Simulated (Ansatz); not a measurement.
# A plane-wave run on InGePt

Input file of Ansatz 0.2.0:

```yaml
crystal:
  lattice:
    - [4.328599, 0.0, 0.0]
    - [0.0, 4.328599, 0.0]
    - [0.0, 0.0, 6.561466]
  atoms:
    - { symbol: Pt, position: [0.0, 0.0, 0.0] }
    - { symbol: Pt, position: [0.5, 0.5, 0.0] }
    - { symbol: In, position: [0.5, 0.0, 0.727] }
    - { symbol: In, position: [0.0, 0.5, 0.273] }
    - { symbol: Ge, position: [0.5, 0.0, 0.28] }
    - { symbol: Ge, position: [0.0, 0.5, 0.72] }
  symmetry: { tolerance: 0.0003 }
kpoints:
  mp_grid: { grid: [8, 8, 5], shift: [0, 0, 0] }
  band_path:
    path:
      - [0.0, 0.0, 0.0]
      - [0.0, 0.5, 0.0]
      - [0.5, 0.5, 0.0]
      - [0.0, 0.0, 0.0]
      - [0.0, 0.0, 0.5]
      - [0.0, 0.5, 0.5]
      - [0.5, 0.5, 0.5]
      - [0.0, 0.0, 0.5]
      - [0.0, 0.5, 0.0]
      - [0.0, 0.5, 0.5]
      - [0.5, 0.5, 0.0]
    npoints: 6
magnetization:
  spin_polarized: false
scf:
  occupations: { method: fermi_dirac, width: 0.0301 }
  lower_state_search: "off"
  max_iter: 200
hamiltonian:
  pseudopotentials: { kind: paw }
  xc: r2scan
basis:
  ecutwfc: 500
  fft_grid_basis: typed
output:
  forces: true
  stress: true
  eigenvalues: true
  bader: true
  populations: true
  elf: true
  write_potential: true
  volumetric_format: npy
  dos:
    e_range: [-12, 8]
    de: 0.05
    projected: { site_lists: { Ge: [Ge], In: [In], Pt: [Pt] } }
checkpoint:
  read: saved_state
```

The saved state is an earlier solution for the same cell, perhaps on another mesh. 

Parts of the output:

```
SCF iter   1: F=-44903.6651 eV  Δρ=1.60e-3  dr2=1.85e-3  dr2_τ=5.33e-4
SCF iter   2: F=-44903.6656 eV  Δρ=4.86e-4  dr2=2.38e-4  dr2_τ=1.99e-5
SCF iter   3: F=-44903.6657 eV  Δρ=1.57e-4  dr2=3.67e-5  dr2_τ=2.87e-6
SCF iter   4: F=-44903.6657 eV  Δρ=4.57e-5  dr2=4.11e-6  dr2_τ=2.61e-7
SCF iter   5: F=-44903.6657 eV  Δρ=1.74e-5  dr2=4.23e-7  dr2_τ=3.83e-8
SCF iter   6: F=-44903.6657 eV  Δρ=4.34e-6  dr2=2.99e-8  dr2_τ=5.04e-9
Free energy (F): -44903.6657 eV
Harris-Foulkes:  -44903.6657 eV  (|F-HF|=1.30e-9)
Internal energy: -44903.6569 eV  (E = F + TS)
E sigma→0 (E₀):  -44903.6613 eV
Entropy (-TS):   -0.0088 eV (-1.465 meV/atom)
Fermi energy:    13.3305 eV
--- Per-component energies (eV) ---
  E_band       = -815.1544
  E_kinetic    = 1982.6719
  E_local      = -11634.2941  (includes V_loc(G=0)·N_el)
  E_nonlocal   = 1976.4734
  E_hartree    = 4841.7111
  E_xc         = -1038.6297
  E_vxc        = -1023.2960  (∫ρ·V_xc dr)
  E_paw        = -31394.3829  (= ΣΔE_a)
  E_vpaw       = -1866.5175  (= ΣTr[D̂ρ^β])
  E_aug_tail   = 0.0004  (compensation charges beyond the density's cutoff)
  E_vtau       = 66.3845  (kinetic-family band-sum trace: ∫τ·v_τ [+ j·A + Jᵃ·Aᵃ] dr)
  E_ewald      = -9636.5035
  E_core_change = -0.7034  (= ΣΔE_core)
  E_smearing   = -0.0088  (= −TS)
--- Forces (eV/Å), atoms counted from 1 ---
  atom   1  Pt     0.0000     0.0000     0.0000
  atom   2  Pt     0.0000     0.0000     0.0000
  atom   3  In     0.0000     0.0000    -0.2509
  atom   4  In     0.0000     0.0000     0.2509
  atom   5  Ge     0.0000     0.0000    -0.7184
  atom   6  Ge     0.0000     0.0000     0.7184
--- Stress (GPa, compression-positive) ---
       -0.6599       0.0000       0.0000
        0.0000      -0.6599       0.0000
        0.0000       0.0000     -11.2836
  P = ⅓ Tr σ = -4.2011 GPa (-42.011 kbar)
--- Löwdin populations: 6 sites ---
  site symbol       q [e]
     0     Pt     17.7333
     1     Pt     17.7333
     2     In     12.9822
     3     In     12.9822
     4     Ge     14.1545
     5     Ge     14.1545
  spilling = 0.0029 (of n_electrons = 90.0000)
--- Bader charges: 6 sites ---
  site symbol  charge [e]  shift [e]
     0     Pt     -0.7330     0.0006
     1     Pt     -0.7330     0.0006
     2     In      0.7037     0.0006
     3     In      0.7037     0.0006
     4     Ge      0.0293     0.0000
     5     Ge      0.0293     0.0000
```

Origin: a known structure type with other elements, at an estimated volume, so it need not be a known compound.
